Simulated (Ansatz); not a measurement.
## Computed properties of GaCl$_{3}$

GaCl$_{3}$:
```xyz
8
Lattice="-6.5257 0.0000 0.0000 -3.2617 -1.9643 -5.5529 -3.2624 -5.8028 0.0000" Properties=species:S:1:pos:R:3 pbc="T T T"
Ga    -3.2619    -1.5361    -0.5103
Ga    -9.7879    -6.2311    -5.0426
Cl    -8.1342    -1.9653    -5.5522
Cl    -4.9156    -5.8018    -0.0007
Cl    -6.5266    -2.7715    -0.9924
Cl    -6.5232    -4.9956    -4.5605
Cl    -9.7867    -5.7615    -2.9997
Cl    -3.2631    -2.0056    -2.5532
```

Space group C2/m (No. 12); conventional cell a = 11.6056 Å, b = 6.5257 Å, c = 6.7504 Å, α = γ = 90.00°, β = 124.65°.

Method: the program Ansatz at the LDA level (PAW). Structure relaxed to zero pressure with the same functional. Other levels are named where they apply.

### Cell and energy

```json
{
  "volume_per_atom": "26.28 Å³",
  "density": "2.78 g/cm³",
  "Formation energy from the elements (no fitted shifts)": "-1.04 eV/atom"
}
```

### Electronic structure

```json
{
 "band_gap": "3.83 eV (smallest direct gap 3.83 eV)",
 "valence_band_maximum": "off the standard path, at k = (0.000, -0.073, -0.094) in fractions of the reciprocal vectors",
 "conduction_band_minimum": "at Γ",
 "electron_effective_mass": "0.47, 0.53, 0.53 mₑ (principal values)",
 "hole_effective_mass": "0.57, 6.0, 14 mₑ (principal values)"
}
```

### Mechanics

```json
{
  "Bulk modulus (Birch–Murnaghan fit)": "11.1 GPa",
  "Pressure derivative B′": "9.5",
  "mechanical_stability": "stable (all eigenvalues of C positive)",
  "hill_bulk_and_shear_moduli": "11.3 and 6.2 GPa",
  "Young's modulus": "15.6 GPa",
  "Poisson's ratio": "0.27",
  "debye_temperature_from_the_elastic_constants": "166 K"
}
```

### Dielectric response

```json
{
  "Electronic dielectric constant ε∞ (DFPT)": "2.95 (xx), 3.26 (yy), 3.09 (zz)",
  "Static dielectric constant ε0 (ions relaxed, cell fixed)": "5.37 (xx), 5.67 (yy), 3.82 (zz)",
  "Born charges (a third of the trace)": "Ga +2.49, Cl -0.88 to -0.76 e"
}
```

### Phonons

```json
{
  "Highest zone-centre frequency (without LO–TO term)": "446 cm^-1",
  "zone_centre_stability": "no imaginary mode at Γ",
  "dynamical_stability_on_the_path": "stable (no imaginary branch)",
  "zero_point_energy": "32.7 meV/atom",
  "Vibrational entropy at 300 K": "38.9 J/(K·mol of atoms)"
}
```

The first step of the workflow began from a Materials Project structure, measured or hypothetical; the Crystallography Open Database files this formula in space group No. 12, but the cells were not matched. Whether it is the stable phase at ambient conditions was not checked. The LDA relaxation kept the symmetry of its start. A crystal of weakly bound molecules computed without a dispersion correction: the cell and the soft elastic constants depend strongly on that. Point labels and valley counts follow the cell and symmetry of the run, lower than the named group. The references are the lowest solids computed at this level, not always the standard phases (solids in place of the gases). Spin–orbit coupling is left out wherever it is not named.

Potentials: the earlier of the program's two PAW sets. The files were generated under PBE; for other functionals the program regenerates the frozen cores, and for LDA and PBEsol the local potential too.
